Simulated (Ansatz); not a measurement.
# Phonon dispersion of HfSnTe₄

Theory: Ansatz 0.2.0, DFT PBE, scalar-relativistic, plane waves, PAW. Cutoff 420 eV, 12×12×4 k-points (Γ-centred), Fermi-Dirac smearing of 0.15 eV. No spin polarisation. Phonons by linear response, acoustic sum rule imposed.

The cell, relaxed at this level:
```
CELL_PARAMETERS angstrom
4.05576 0.00000 0.00000
-2.02788 3.51239 0.00000
0.00000 0.00000 14.47776
ATOMIC_POSITIONS crystal
Hf 0.00000 0.00000 0.50000
Sn 0.00000 0.00000 0.00000
Te 0.33333 0.66667 0.12586
Te 0.33333 0.66667 0.62010
Te 0.66667 0.33333 0.37990
Te 0.66667 0.33333 0.87414
```

The structure comes from a generated guess, relaxed at this level; another structure or a mixture of phases may lie lower. In a metal, frequencies and elastic constants depend on the k mesh and the smearing, soft modes and shear constants most. Spin–orbit coupling is left out, which matters for heavy elements. The q mesh is coarse, so values between its points are rough. No dispersion correction is applied, so modes and constants that involve weak contacts between layers, chains or molecules come out too soft.

Force constants from linear response on a 2×2×1 q mesh.

(1) Is the structure dynamically stable on the q mesh?

(2) Give the frequencies (cm⁻¹) at the zone-boundary points of high symmetry (interpolated where a point lies off the q mesh).

Answers

(1) Yes, on this mesh: no mode is imaginary.

(2)
| point | q | frequencies |
| --- | --- | --- |
| M | 0.500 0.000 0.000 | 30 35 51 53 74 76 83 84 88 99 104 115 115 126 126 130 156 158 |
| K | 0.333 0.333 0.000 | 22 52 70 70 75 75 84 87 87 105 105 110 125 128 138 138 139 139 |
| A | 0.000 0.000 0.500 | 6 6 6 6 10 11 72 72 89 89 98 98 108 108 115 132 162 167 |
| L | 0.500 0.000 0.500 | 30 35 51 53 74 76 83 84 88 99 104 114 115 126 126 130 157 157 |
| H | 0.333 0.333 0.500 | 22 52 70 70 75 75 84 87 87 105 105 110 125 128 138 138 140 140 |
